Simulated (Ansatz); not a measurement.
Given:

Starting cell, Al$_{2}$Cu (Al2Cu type, space group I4/mcm):

```xyz
6
Lattice="-3.0297 3.0297 2.4370 3.0297 -3.0297 2.4370 3.0297 3.0297 -2.4370" Properties=species:S:1:pos:R:3 pbc="T T T"
Al     0.9591     3.9888     0.0000
Al     0.9591     2.0706     2.4370
Al     2.0706     0.9591     0.0000
Al     2.0706    -0.9591     2.4370
Cu     0.0000     0.0000     1.2185
Cu     0.0000     0.0000     3.6555
```

In this cell atom 1 (Al, nearest neighbour Cu at 2.587 Å; its periodic images, 4.9 Å or more away, move with it) is moved by s along Cartesian [110], unit vector (0.707, 0.707, 0.000); all other atoms and the cell stay fixed.

All values below come from PBE (plane waves to 420 eV, PAW, scalar-relativistic; Ansatz, a program for electronic structure). k mesh 10×10×10 (Γ-centred), Fermi-Dirac smearing 0.05 eV. The energy includes the smearing's −TS. With partly filled bands, energies and forces of such displacements shift with the k mesh and the smearing. Al2Cu is run without spin polarisation. Al2Cu was relaxed with its symmetry unable to fall. The PAW data are Ansatz's earlier set. The zero of ΔE is the undisplaced structure.

The scan covers s from -0.260 to 0.260 Å in 11 points.

Question: Is the energy the same for displacements of ±0.260 Å, and if not, which side lies higher?

Answer: Not even: the negative side lies higher at ±0.260 Å. With its periodic images moving along, the atom's site symmetry in this cell is mm2.

Question: What force acts on the atom along the line at s = -0.260 Å?

Answer: 1.69 eV/Å.

Question: What is the energy change at s = 0.260 Å?

Answer: 119 meV/cell.

Question: What is the force constant k = d²E/ds² of this move at s = 0?

Answer: 4.53 eV/Å².

(A displaced cell: forces are minus the slopes of the energy, force constants its curvatures, and phonons follow from these.)
